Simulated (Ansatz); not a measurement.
Generalised stacking fault of TiC (rock salt) on the {100} plane. The cell below holds the perfect crystal with the plane normal along z; tilting its third vector by the shift puts one fault into each cell, between planes 2.17 Å apart, at fixed cell height.

```xyz
6
Lattice="3.0637 0.0000 0.0000 0.0000 3.0637 0.0000 1.5318 1.5318 6.4990" Properties=species:S:1:pos:R:3 pbc="T T T"
C      1.2765     1.2765     5.4158
C      1.2765     1.2765     1.0832
C      2.8084     2.8084     3.2495
Ti     2.8084     2.8084     5.4158
Ti     2.8084     2.8084     1.0832
Ti     1.2765     1.2765     3.2495
```

In-plane vectors a = (3.064, 0.000) Å, b = (0.000, 3.064) Å, area 9.39 Å². The shift is s times the vector a (length 3.064 Å), so s = 1 restores the start. The shift is rigid: no atom relaxes. γ = [E(shift) − E(0)] / area.

Level of theory: PBE (plane waves to 420 eV, PAW, scalar-relativistic; Ansatz, an electronic-structure program). k mesh 13×13×13 (Γ-centred), Fermi-Dirac smearing 0.05 eV. Energies are extrapolated to zero smearing. With partly filled bands, the k mesh leaves noise in γ, roughly 0.02 J/m² as judged from a few cases. Faults lie only 6.5 Å apart, and holding the cell height and the atoms raises γ above its relaxed value. The PAW data are Ansatz's earlier set. TiC is run without spin polarisation. TiC was relaxed with its symmetry unable to fall. The zero of γ is zero shift. The last digit holds for this mesh only.

```csv
s,γ (J/m²)
0.000,0.00
0.083,0.28
0.167,1.03
0.250,withheld
0.333,2.75
0.417,3.30
0.500,3.49
0.583,3.30
0.667,2.75
0.750,withheld
0.833,1.03
0.917,0.28
```

### Question
Fit a Fourier form (three harmonics of 1 − cos and sin) to the given rows and predict γ at s = 0.750.

### Answer
Least squares on the 10 given rows: γ = (1.739)·[1 − cos(2πs)] + (0.096)·[1 − cos(4πs)], in J/m²; root-mean-square residual 0.009 J/m². At 0.750 the fit gives 1.93 J/m²; the calculation gives 1.95 J/m², so the interpolation is off by -0.02 (-1.0 %). 

(The slope of γ gives the shear force per area between the displaced halves; near zero shift its curvature is an elastic stiffness.)
